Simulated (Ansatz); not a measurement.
YSiNO$_{2}$:
```cif
data_NO2SiY
_chemical_formula_sum 'Y1 Si1 N1 O2'
_space_group_name_H-M_alt 'P4/mmm'
_space_group_IT_number 123
_space_group_name_Hall '-P 4 2'
_cell_length_a 3.57465
_cell_length_b 3.57465
_cell_length_c 3.68518
_cell_angle_alpha 90.000
_cell_angle_beta 90.000
_cell_angle_gamma 90.000
loop_
_atom_site_label
_atom_site_type_symbol
_atom_site_symmetry_multiplicity
_atom_site_Wyckoff_symbol
_atom_site_fract_x
_atom_site_fract_y
_atom_site_fract_z
_atom_site_occupancy
Y1 Y 1 b 0.00000 0.00000 0.50000 1
Si1 Si 1 c 0.50000 0.50000 0.00000 1
N1 N 1 d 0.50000 0.50000 0.50000 1
O1 O 2 f 0.00000 0.50000 0.00000 1
```

Relaxed with PBEsol.

Give the optical modes at the zone centre with their infrared activity from DFPT, DFT-PBEsol in the program Ansatz with PAW potentials.

Transverse frequencies, without the LO–TO term; a row sums one degenerate level.

```
ω (cm⁻¹)  degeneracy  IR ((D/Å)²/amu)     activity  symmetry
--------  ----------  ---------------  -----------  --------
96                 2            38.70           IR        Eu
139                1            19.00           IR       A2u
285                2             4.25           IR        Eu
295                1             0.00  IR-inactive       B2u
384                1            23.26           IR       A2u
429                2            56.60           IR        Eu
724                2            15.07           IR        Eu
813                1            12.41           IR       A2u
```

How high does the top mode go among those that the LO–TO term moves?

831 cm⁻¹ for q along x, 831 cm⁻¹ for q along y, 928 cm⁻¹ for q along z.

The start of the workflow was typed in or built on a structure type; neither database checked (COD, Materials Project) lists it. COD files the formula under space group No. 15, 63. Its standing as an ambient phase is unchecked. Symmetry was held in the PBEsol relaxation. At this level the phase is dynamically unstable (imaginary phonons). The run is not spin-polarised.

Potentials: the later of the program's two PAW sets.
